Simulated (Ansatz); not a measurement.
Data:

Cs:
```xyz
1
Lattice="-3.0058 3.0058 3.0058 3.0058 -3.0058 3.0058 3.0058 3.0058 -3.0058" Properties=species:S:1:pos:R:3 pbc="T T T"
Cs     0.0000     0.0000     0.0000
```

This is the PBEsol-relaxed structure.

Question: All from the program Ansatz at the PBEsol level (PAW), unless another level is named. Estimate the bulk modulus (Birch–Murnaghan fit).

Answer: 2.0 GPa.

Question: Next, the zero-point energy?

Answer: 4.4 meV/atom.

Space group Im-3m (bcc (W type)). Symmetry was held in the PBEsol relaxation. Scalar-relativistic: spin–orbit coupling is off unless named, which matters more the heavier the elements.

Potentials: the earlier of the program's two PAW sets. The files were generated under PBE; for other functionals the program regenerates the frozen cores, and for LDA and PBEsol the local potential too.
